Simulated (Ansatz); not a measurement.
Zr5Ge3:
```cif
data_Ge6Zr10
_chemical_formula_sum 'Zr10 Ge6'
_space_group_name_H-M_alt 'P63/mcm'
_space_group_IT_number 193
_space_group_name_Hall '-P 6c 2'
_cell_length_a 8.08457
_cell_length_b 8.08457
_cell_length_c 5.61498
_cell_angle_alpha 90.000
_cell_angle_beta 90.000
_cell_angle_gamma 120.000
loop_
_atom_site_label
_atom_site_type_symbol
_atom_site_symmetry_multiplicity
_atom_site_Wyckoff_symbol
_atom_site_fract_x
_atom_site_fract_y
_atom_site_fract_z
_atom_site_occupancy
Zr1 Zr 6 g 0.25399 0.25399 0.75000 1
Zr2 Zr 4 d 0.33333 0.66667 0.00000 1
Ge1 Ge 6 g 0.38748 0.38748 0.25000 1
```

Relaxed at zero pressure with r²SCAN in the plane-wave PAW code Ansatz.

Task: The volume is lowered by 3 % and shape and atoms relax at that volume. What pressure results, and how do the axes share the change?

Result: 4.1 GPa; a -0.9 %, b -0.9 %, c -1.2 %; the energy rises by 7 meV/atom.

Task: Give the new structure.

Result: 
Space group P6₃/mcm (No. 193); a = 8.010 Å, b = 8.010 Å, c = 5.549 Å, α = 90.00°, β = 90.00°, γ = 120.00°

| atom | site | symmetry | x | y | z |
|---|---|---|---|---|---|
| Zr | 6g | m2m | 0.2526 | 0.2526 | 0.7500 |
| Zr | 4d | 3.2 | 0.3333 | 0.6667 | 0.0000 |
| Ge | 6g | m2m | 0.3882 | 0.3882 | 0.2500 |

The phase is kept; no other phase was compared at this pressure.

Space group P6_3/mcm. The first step of the workflow began from a Materials Project structure, measured or hypothetical; the Crystallography Open Database copy checked does not list it. Its standing as an ambient phase is unchecked. Symmetry was held in the r²SCAN relaxation; its stability against distortions is not shown here. No spin polarisation was allowed.

Potentials: the later of the program's two PAW sets.
